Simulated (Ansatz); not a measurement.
MnO$_{2}$:
```xyz
12
Lattice="6.7848 1.4243 0.0000 -6.7848 1.4243 0.0000 -6.4835 0.0000 6.9236" Properties=species:S:1:pos:R:3 pbc="T T T"
Mn    -9.8693     1.4243     5.6751
Mn    -1.0872     1.4243     3.3094
Mn     3.3858     1.4243     1.2485
Mn    -5.3964     1.4243     3.6142
O     -2.1602     1.4243     6.5170
O     -6.9311     1.4243     2.4910
O     -4.3233     1.4243     0.4066
O      0.4476     1.4243     4.4325
O     -4.1030     1.4243     4.9864
O     -8.7020     1.4243     4.2119
O     -2.3806     1.4243     1.9372
O      2.2184     1.4243     2.7117
```
Starting moments (μB, in the order of the atoms Mn Mn Mn Mn O O O O O O O O): 2.8 -2.8 -2.8 2.8 0.0 0.0 0.0 0.0 0.1 0.0 -0.1 0.0.

Relaxed with r²SCAN. Special points in fractions of this cell's reciprocal vectors: Γ (0.000, 0.000, 0.000); C (0.271, 0.271, 0.000); C2 (-0.271, 0.729, 0.000); Y2 (-0.500, 0.500, 0.000); M2 (-0.500, 0.500, 0.500); D (-0.250, 0.750, 0.500); D2 (0.250, 0.250, 0.500); A (0.000, 0.000, 0.500); L2 (0.000, 0.500, 0.500); V2 (0.000, 0.500, 0.000).

Task: List the band energies nearest the valence-band maximum at these points for the program Ansatz at the r²SCAN level (PAW).

Result: In eV from the valence-band maximum; about four levels below and three above (degenerate sets whole), none deeper than 8.9 eV; points with the same levels are listed once.

```tsv
k	below	above
Γ ↑	-0.85 -0.72 -0.32 -0.26	1.97 2.12 2.24
C ↑	-1.30 -0.75 -0.53 -0.19	1.97 2.11 2.49
Y2 ↑	-0.83 -0.65 -0.53 -0.04	1.94 2.08 2.25
M2 ↑	-0.87 -0.54 -0.45 -0.12	1.99 2.07 2.29
D ↑	-1.28 -0.83 -0.54 -0.18	1.97 2.07 2.58
A ↑	-0.90 -0.69 -0.47 0.00	2.03 2.13 2.24
L2 ↑	-1.32 -0.83 -0.53 -0.17	1.96 2.10 2.56
V2 ↑	-1.35 -0.83 -0.53 -0.18	1.93 2.20 2.52
```

Space group C2/m. The workflow started from an entry of the Crystallography Open Database (COD), which files this formula under 4 space groups. It is not the phase usual at ambient conditions (space group No. 136). The r²SCAN relaxation kept the symmetry of its start, as lowered by the spin order; its stability against distortions is not shown here. Spin order of the final state: antiferromagnetic, chosen from 2 collinear starts compared on coarse meshes (ties went to the first, and starts can fall back to one state), not a proven ground state. The program gave a warning on the electronic state, which may not be the lowest. No Hubbard U is applied. Point labels and valley counts follow the cell and symmetry of the run, lower than the named group.

Potentials: the later of the program's two PAW sets.
